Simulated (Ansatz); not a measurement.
MgPd$_{5}$ in space group R32 (No. 155; Mg on 3a, Pd on 9e, Pd on 6c), r²SCAN (plane waves, PAW; program Ansatz), all energies at zero smearing, with the estimated change up to a 700 eV cutoff added, with one set of potentials and settings (totals compare only within such a set). Cell of 6 atoms (1 Mg, 5 Pd): -36857.055 eV.

```
element                reference phase  E (eV/atom)
-------  -----------------------------  -----------
Mg       P6_3/mmc, 2 atoms in the cell   -1926.4086
Pd          Fm-3m, 1 atoms in the cell   -6985.7456
```

Formation energy per atom, worked out: (-36857.055 − 1×(-1926.4086) − 5×(-6985.7456))/6 = -0.320 eV/atom (-31 kJ per mol of atoms), at 0 K, without zero-point energy or fitted corrections.

The first step of the workflow began from a Materials Project structure, measured or hypothetical; the Crystallography Open Database copy checked does not list it. With Mg and Pd taken as one species the cell has the higher symmetry P6_3/mmc, so it may be an ordered model of a mixed-site phase. Its standing as an ambient phase is unchecked. Symmetry was held in the r²SCAN relaxation; whether a distortion lowers the energy is not shown. No spin polarisation was allowed. The references are the lowest solids computed at this level, not always the standard phases.

Potentials: the later of the program's two PAW sets.
